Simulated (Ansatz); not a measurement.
Given:

CsPbCl₃:
```cif
data_Cl3CsPb
_chemical_formula_sum 'Cs1 Pb1 Cl3'
_space_group_name_H-M_alt 'P 1'
_space_group_IT_number 1
_cell_length_a 5.61551
_cell_length_b 5.61551
_cell_length_c 5.61551
_cell_angle_alpha 90.000
_cell_angle_beta 90.000
_cell_angle_gamma 90.000
loop_
_space_group_symop_operation_xyz
  'x, y, z'
loop_
_atom_site_label
_atom_site_type_symbol
_atom_site_fract_x
_atom_site_fract_y
_atom_site_fract_z
_atom_site_occupancy
Cs1 Cs 0.00000 0.00000 0.00000 1
Pb1 Pb 0.50000 0.50000 0.50000 1
Cl1 Cl 0.00000 0.50000 0.50000 1
Cl2 Cl 0.50000 0.50000 0.00000 1
Cl3 Cl 0.50000 0.00000 0.50000 1
```

This is the PBEsol-relaxed structure.

Problem. All from PBEsol (plane waves, PAW; program Ansatz), unless another level is named. Give the Young's modulus.

Solution. 26.5 GPa.

Problem. What about the elastic constants (relaxed ions, GPa)?

Solution. C11 = 58.8, C12 = 8.0, C44 = 4.7.

Space group Pm-3m (cubic perovskite). This is a known high-temperature phase of the composition, computed here at zero pressure and temperature. The PBEsol relaxation kept the symmetry of its start; its stability against distortions is not shown here. Scalar-relativistic: spin–orbit coupling is off unless named, which matters more the heavier the elements.

Potentials: the later of the program's two PAW sets.
